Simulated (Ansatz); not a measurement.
LiF (rock salt, space group No. 225), LDA (plane waves, PAW; program Ansatz): ε∞ = 2.12, cell volume 14.92 Å³. Infrared-active transverse modes:

```json
[
 {"ω_TO (cm⁻¹)": "338.9", "oscillator strength S_xx (e²/amu)": "0.2128"}
]
```

Task: Compute the static dielectric constant.

Result: Each mode adds (4.921e7/V) S/ω²: 6.11. So ε0 = 8.23.

Task: What LO frequency does the Lyddane–Sachs–Teller relation give?

Result: ω_LO = ω_TO √(ε0/ε∞) = 668 cm⁻¹.

Space group Fm-3m (rock salt). Symmetry was held in the LDA relaxation; phonons on a q-mesh show no instability.

Potentials: the earlier of the program's two PAW sets.
